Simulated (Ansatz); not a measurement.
ScAl3 in space group I4/mmm (No. 139; Al on 2b, Al on 4d, Sc on 2a) at seven volumes, plane-wave PAW r²SCAN (Ansatz code), shape and atoms relaxed at each. One row is withheld.

```tsv
V (Å³/atom)	P (GPa)
15.984	10.18
16.510	6.26
17.037	?
17.564	0.00
18.091	-2.48
18.618	-4.62
19.145	-6.44
```

Question: Fit the shown pressures and predict the withheld one.

Answer: P = (3/2)B₀(x^(7/2) − x^(5/2))[1 + (3/4)(B′ − 4)(x − 1)] with x = (V₀/V)^(2/3). Least squares on the six rows gives V₀ = 17.564 Å³/atom, B₀ = 89.1 GPa, B′ = 4.08. At V = 17.037, x = 1.0205 and P = 2.89 GPa. The run itself gave 2.90 GPa.

A made-up cell: these elements were put on the sites of a structure type; the Crystallography Open Database copy checked does not list it. Whether it is the stable phase at ambient conditions was not checked. Symmetry was held in the r²SCAN relaxation; whether a distortion lowers the energy is not shown. The run is not spin-polarised.

Potentials: the later of the program's two PAW sets.
